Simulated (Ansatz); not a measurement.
**Tl₂Cl, a known structure type with other elements, at an estimated volume**

```
Tl Cl
1.0
     1.92163    3.32835    0.00000
    -1.92163    3.32835    0.00000
     0.00000   -2.21890   13.78733
Tl Cl
4 2
Direct
  0.29000 0.29000 0.87000
  0.71000 0.71000 0.13000
  0.12300 0.12300 0.36900
  0.87700 0.87700 0.63100
  0.41700 0.41700 0.25100
  0.58300 0.58300 0.74900
```

Single point in Ansatz 0.2.0 with PBE, no spin polarisation. Cutoff 420 eV, PAW datasets, 8×8×8 Γ-centred k mesh, gaussian filling (width 0.0245 eV).

What happens at the Fermi level?

It is a metal, with about 3.3 states/eV a cell as the mean within 0.25 eV of the Fermi level, mostly Tl p (77 %).

What does the stress say?

The pressure is 10.7 GPa (compression positive), so with the atoms held at these fractions the cell would first expand; the forces are large, so a full relaxation may end otherwise. The principal stresses 9.5, 9.5, 13.3 GPa differ, so its shape would change too.

Is it stable against the elements?

-0.09 eV an atom against the elements' usual phases (free molecules for gases, crystals otherwise, with no correction for O₂ or N₂), so it is bound against them; other compounds may still compete. Relaxing would lower it.

Describe some of the short contacts.

Tl–Cl at 2.75 Å: least valence density 0.28 e/Å³ and ELF 0.17 there. These are pseudo-fields; inside the PAW spheres they differ from the all-electron ones.

Which element gives electrons and which takes them?

Bader charges in e: Tl +0.32, Cl -0.63. In the mean Tl gives up most and Cl takes most.

Origin: a known structure type with other elements, at an estimated volume, so it need not be a known compound. Caveats: many states at the Fermi level without spin polarisation, so a magnetic state may lie lower; atoms or cell far from equilibrium.
